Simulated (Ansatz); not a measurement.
TaW:
Space group Fm-3m (No. 225); a = b = c = 5.313 Å, α = β = γ = 90.00°

```
atom  site  symmetry       x       y       z
----  ----  --------  ------  ------  ------
Ta      4a      m-3m  0.0000  0.0000  0.0000
W       4b      m-3m  0.5000  0.5000  0.5000
```
(The calculation used a cell of 2 atoms; values per cell refer to that cell.)

This is the PBEsol-relaxed structure.

**Question.** All from DFT-PBEsol in the program Ansatz with PAW potentials, unless another level is named. Estimate the formation energy from the elements (no fitted shifts).

**Answer.** 1.23 eV/atom.

**Question.** Predict the density of states at the Fermi level.

**Answer.** 0.44 states/eV per atom (mean over ±0.08 eV).

The start of the workflow was typed in or built on a structure type; neither database checked (COD, Materials Project) lists it. Its standing as an ambient phase is unchecked. Symmetry was held in the PBEsol relaxation. At this level the phase is mechanically unstable. No spin polarisation was allowed. Its formation energy is positive at this level, so the cell may be metastable or incomplete. The references are the lowest solids computed at this level, not always the standard phases. Spin–orbit coupling is left out wherever it is not named.

Potentials: the earlier of the program's two PAW sets. The files were generated under PBE; for other functionals the program regenerates the frozen cores, and for LDA and PBEsol the local potential too.
